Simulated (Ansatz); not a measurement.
NaCl (CsCl type, space group No. 221), a = b = c = 3.4605 Å, α = β = γ = 90.00°.

Relaxed with r²SCAN.

### Question
Tabulate the valence density and the electron localisation function along the shortest Na–Cl contact (3.00 Å), DFT-r²SCAN in the program Ansatz with PAW potentials.

### Answer


| distance from Na (Å) | density (e/Å³) | ELF |
|---|---|---|
| 0.30 | 14.26 | 0.44 |
| 0.45 | 6.55 | 0.57 |
| 0.60 | 1.89 | 0.59 |
| 0.75 | 0.46 | 0.46 |
| 0.90 | 0.17 | 0.14 |
| 1.05 | 0.07 | 0.02 |
| 1.20 | 0.06 | 0.01 |
| 1.35 | 0.07 | 0.08 |
| 1.50 | 0.10 | 0.39 |
| 1.65 | 0.16 | 0.67 |
| 1.80 | 0.28 | 0.79 |
| 1.95 | 0.48 | 0.84 |
| 2.10 | 0.80 | 0.87 |
| 2.25 | 1.25 | 0.87 |
| 2.40 | 1.66 | 0.83 |
| 2.55 | 1.68 | 0.71 |
| 2.70 | 1.23 | 0.46 |

The density is the valence pseudo-density with augmentation charge, so density and ELF within about 1 Å of a nucleus are not all-electron values.

Space group Pm-3m (CsCl type). This is a known high-pressure phase of the composition, computed here at zero pressure and temperature. Symmetry was held in the r²SCAN relaxation; of distortions, only those at the zone centre were tested.

Potentials: the earlier of the program's two PAW sets.
